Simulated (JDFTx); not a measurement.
TiAl(100) slab cut from bulk TiAl (space group P4/mmm, indices of the conventional cell, lattice of the Materials Project entry mp-1953, not re-optimised): 5 atoms in 5 planes, a 1x1 cell of 11.43 Å² (|a| = 2.811, |b| = 4.066 Å), 5.5 Å between the outermost planes, Al outermost, slab composition Ti2Al3, cell height 21.6 Å, 8×6×1 k mesh, Fermi smearing 0.01 Ha, no spin polarisation. Whether this polymorph is the ambient one wasn't checked. Neither spin polarisation nor a larger cell was tried.

Final geometry:
```
5
Lattice="2.811 0.000 0.000 0.000 4.066 0.000 0.000 0.000 21.600" Properties=species:S:1:pos:R:3 pbc="T T F"
Al     0.000     0.000     8.071
Al     0.000     0.000    10.800
Al     0.000     0.000    13.529
Ti     1.405     2.033     9.395
Ti     1.405     2.033    12.205
```

All numbers are PBE, GBRV ultrasoft potentials, plane waves to 20/100 Ha results from a modified build of JDFTx, not measurements. Liquid on both sides: linear PCM (GLSSA13), water, 2 M KF; nuclei fixed, outer atoms relaxed in vacuum. The electron chemical potential μ is absolute (zero in the bulk liquid) and is turned into a potential by U = −μ/e − 4.44 V vs SHE, a convention. Both faces are the same ideal termination; reconstructions, overlayers and chemisorbed solvent are outside this model. Convergence in thickness and k mesh wasn't tested for this slab.

Question: Predict the potential of zero charge and the surface charge against electrode potential.

Answer: The potential of zero charge is -0.66 V vs SHE.

```
U (V vs SHE)  μ (eV)  excess electrons per cell  σ (μC/cm², per face)              run
------------  ------  -------------------------  --------------------  ---------------
-1.67          -2.77                      0.214                 -15.0     fixed charge
-1.55          -2.89                      0.192                 -13.5  fixed potential
-1.35          -3.09                      0.153                 -10.7  fixed potential
-0.80          -3.64                      0.034                  -2.4  fixed potential
-0.66          -3.78                      0.000                   0.0          neutral
-0.50          -3.94                     -0.045                   3.1  fixed potential
```
